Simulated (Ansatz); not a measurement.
In DFT-PBEsol in the program Ansatz with PAW potentials, CdTe in the CsCl type structure (Pm-3m) relaxes to a = 3.702 Å. Cd has 8 nearest neighbours from 3.21 Å (cubic). Against the elements it lies at 8.2 kJ/mol of atoms, with no fitted shifts.

Electronic character: metallic (no gap). Gap from PBEsol with spin–orbit coupling: none (metallic).

An equation-of-state fit gives a bulk modulus of 55.7 GPa. The relaxed-ion elastic constants in GPa are C11 = 53.1, C12 = 56.3, C44 = -1.0. The highest mode at Γ lies at 61 cm⁻¹.

The start of the workflow was typed in or built on a structure type; neither database checked (COD, Materials Project) lists it. It is not the phase usual at ambient conditions (space group No. 216). Symmetry was held in the PBEsol relaxation. At this level the phase is mechanically unstable. As this level gives no gap, shear constants depend on the k-mesh and smearing (Fermi–Dirac, 0.1 eV here). As this level gives no gap, phonon frequencies hold no LO–TO term and depend on the k-mesh and smearing (Fermi–Dirac, 0.1 eV here). The references are the lowest solids computed at this level, not always the standard phases. Scalar-relativistic: spin–orbit coupling is off unless named, which matters more the heavier the elements.

Potentials: the later of the program's two PAW sets.
